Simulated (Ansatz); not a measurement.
OsN3 (ReO3 type, space group No. 221) at seven volumes, plane-wave PAW PBE (Ansatz code), scaled uniformly. One row is withheld.

```csv
V (Å³/atom),P (GPa)
12.641,?
13.058,15.94
13.475,7.31
13.892,0.01
14.308,-6.17
14.725,-11.37
15.142,-15.76
```

Q: Fit the shown pressures and predict the withheld one.

A: Third-order Birch–Murnaghan: P = (3/2)B₀(x^(7/2) − x^(5/2))[1 + (3/4)(B′ − 4)(x − 1)] with x = (V₀/V)^(2/3). Least squares on the six rows gives V₀ = 13.892 Å³/atom, B₀ = 223.2 GPa, B′ = 4.62. At V = 12.641, x = 1.0649 and P = 26.21 GPa. The run itself gave 26.15 GPa.

Space group Pm-3m (ReO3 type). The start of the workflow was typed in or built on a structure type; neither database checked (COD, Materials Project) lists it. Whether it is the stable phase at ambient conditions was not checked. The cell was relaxed with PBE under the symmetry of its start; its stability against distortions is not shown here. The workflow began spin-polarised and lost its moments. The cell computed holds one magnetic atom, so no antiferromagnetic order was within reach. Its formation energy is positive at this level, so the cell may be metastable or incomplete. Spin–orbit coupling is left out wherever it is not named.

Potentials: the later of the program's two PAW sets.
